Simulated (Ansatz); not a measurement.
TiNF:
```cif
data_F2N2Ti2
_chemical_formula_sum 'Ti2 N2 F2'
_space_group_name_H-M_alt 'P 1'
_space_group_IT_number 1
_cell_length_a 5.66380
_cell_length_b 5.66380
_cell_length_c 5.66380
_cell_angle_alpha 140.040
_cell_angle_beta 140.040
_cell_angle_gamma 57.792
loop_
_space_group_symop_operation_xyz
  'x, y, z'
loop_
_atom_site_label
_atom_site_type_symbol
_atom_site_fract_x
_atom_site_fract_y
_atom_site_fract_z
_atom_site_occupancy
Ti1 Ti 0.59836 0.09836 0.50000 1
Ti2 Ti 0.84836 0.84836 0.00000 1
N1 N 0.66797 0.66797 0.00000 1
N2 N 0.41797 0.91797 0.50000 1
F1 F 0.85867 0.35867 0.50000 1
F2 F 0.10867 0.10867 0.00000 1
```

Relaxed with r²SCAN. Plane-wave PAW r²SCAN (Ansatz code) gives a gap of 2.01 eV.

What gap does HSE06 give on the same cell (Ansatz, PAW)?

3.03 eV, 1.02 eV more. The hybrid was solved on a coarser mesh and at special points; the gap given is the minimum over both.

Cost on shared cores: the r²SCAN run (SCF on a 10×10×10 mesh, then bands and DOS) around 3 core-minutes (rough), the HSE06 run (SCF on 6×6×6, then a few points) around 4 core-minutes (rough); the tasks are unlike.

Space group I4_1md. The workflow started from a Materials Project entry (that database holds measured and hypothetical structures alike); the Crystallography Open Database copy checked does not list it. Whether it is the stable phase at ambient conditions was not checked. The r²SCAN relaxation kept the symmetry of its start; its stability against distortions is not shown here. No spin polarisation was allowed.

Potentials: the later of the program's two PAW sets.
